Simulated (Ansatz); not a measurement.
A geometry of TiB2 away from equilibrium: the start of the relaxation of a relaxed TiB2 cell displaced along its unstable phonon at q = (½, ½, 0) of its primitive reciprocal cell (81i cm⁻¹), largest move 0.15 Å. Calculation: PBE (plane waves to 420 eV, PAW, scalar-relativistic; Ansatz, an electronic-structure program). Γ-centred k-mesh 9×9×7 on the run's cell (coarser than for final values), Fermi–Dirac smearing 0.05 eV.

```xyz
12
Lattice="4.7017 -5.6630 0.0000 4.7017 0.0000 0.0000 0.0000 0.0000 4.4395" Properties=species:S:1:pos:R:3:forces:R:3 pbc="T T T" free_energy=-11248.931 pressure_GPa=0.3
Ti     2.3509    -1.5658     3.7669    0.0000   -0.0968    0.1412
Ti     4.7017    -4.0973     3.7669    0.0000    0.0968    0.1412
Ti     7.0526    -4.3973     0.6727    0.0000   -0.0968   -0.1412
Ti     4.7017    -1.2658     0.6727    0.0000    0.0968   -0.1412
B      7.0526    -5.2075     2.8337    0.0000   -0.0070    0.0153
B      4.7017    -2.0859     2.8498    0.0000   -0.0299    0.0069
B      2.3509    -2.3760     1.6059    0.0000   -0.0070   -0.0153
B      4.7017    -4.9174     1.5898    0.0000   -0.0299   -0.0069
B      7.0526    -3.5771     2.8498    0.0000    0.0299    0.0069
B      4.7017    -0.4555     2.8337    0.0000    0.0070    0.0153
B      2.3509    -0.7456     1.5898    0.0000    0.0299   -0.0069
B      4.7017    -3.2870     1.6059    0.0000    0.0070   -0.0153
```

Positions in Å, forces in eV/Å, free energy of the cell in eV (comparable only within this code, potentials and settings). Largest force: 0.17 eV/Å, on Ti1, Ti2, Ti3, Ti4 (atoms numbered as listed); the geometry lies under 0.01 eV/atom above the end of its relaxation.

No spin polarisation in the result.

The run could not lose the symmetry of its start: the end is stationary, and may be a saddle point rather than a minimum.

The end of the path is a generated cell of TiB2: the first start was made by placing the elements on the sites of a structure type, and the end was not matched to a known phase here, so it may be hypothetical. Known forms of TiB2 include space group No. 191.
